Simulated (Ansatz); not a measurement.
TiCd:
```cif
data_Cd2Ti2
_chemical_formula_sum 'Ti2 Cd2'
_space_group_name_H-M_alt 'P4/nmm :1'
_space_group_IT_number 129
_space_group_name_Hall 'P 4ab 2ab -1ab'
_cell_length_a 2.88474
_cell_length_b 2.88474
_cell_length_c 9.00322
_cell_angle_alpha 90.000
_cell_angle_beta 90.000
_cell_angle_gamma 90.000
loop_
_space_group_symop_operation_xyz
  'x, y, z'
  '-y+1/2, x+1/2, z'
  '-x, -y, z'
  'y+1/2, -x+1/2, z'
  'x+1/2, -y+1/2, -z'
  '-y, -x, -z'
  '-x+1/2, y+1/2, -z'
  'y, x, -z'
  '-x+1/2, -y+1/2, -z'
  'y, -x, -z'
  'x+1/2, y+1/2, -z'
  '-y, x, -z'
  '-x, y, z'
  'y+1/2, x+1/2, z'
  'x, -y, z'
  '-y+1/2, -x+1/2, z'
loop_
_atom_site_label
_atom_site_type_symbol
_atom_site_symmetry_multiplicity
_atom_site_Wyckoff_symbol
_atom_site_fract_x
_atom_site_fract_y
_atom_site_fract_z
_atom_site_occupancy
Ti1 Ti 2 c 0.50000 0.00000 0.39075 1
Cd1 Cd 2 c 0.00000 0.50000 0.13319 1
```

Relaxed at zero pressure with plane-wave PAW r²SCAN (Ansatz code).

Q: The volume is lowered by 3 % and shape and atoms relax at that volume. What pressure results, and how do the axes share the change?

A: 3.0 GPa; a -0.9 %, b -0.9 %, c -1.2 %; the energy rises by 5 meV/atom.

Q: Give the new structure.

A: 
Space group P4/nmm, origin choice 1 (No. 129); a = b = 2.858 Å, c = 8.897 Å, α = β = γ = 90.00°

```json
[
 {"atom": "Ti", "site": "2c", "symmetry": "4mm", "x": "0.5000", "y": "0.0000", "z": "0.3896"},
 {"atom": "Cd", "site": "2c", "symmetry": "4mm", "x": "0.0000", "y": "0.5000", "z": "0.1322"}
]
```

The phase is kept; no other phase was compared at this pressure.

The workflow started from an entry of the Crystallography Open Database (COD). Its standing as an ambient phase is unchecked. The cell was relaxed with r²SCAN under the symmetry of its start; its stability against distortions is not shown here. No spin polarisation was allowed. Axis ratios of metals converge slowly with the k-mesh, so a and c are less sure than the volume.

Potentials: the later of the program's two PAW sets.
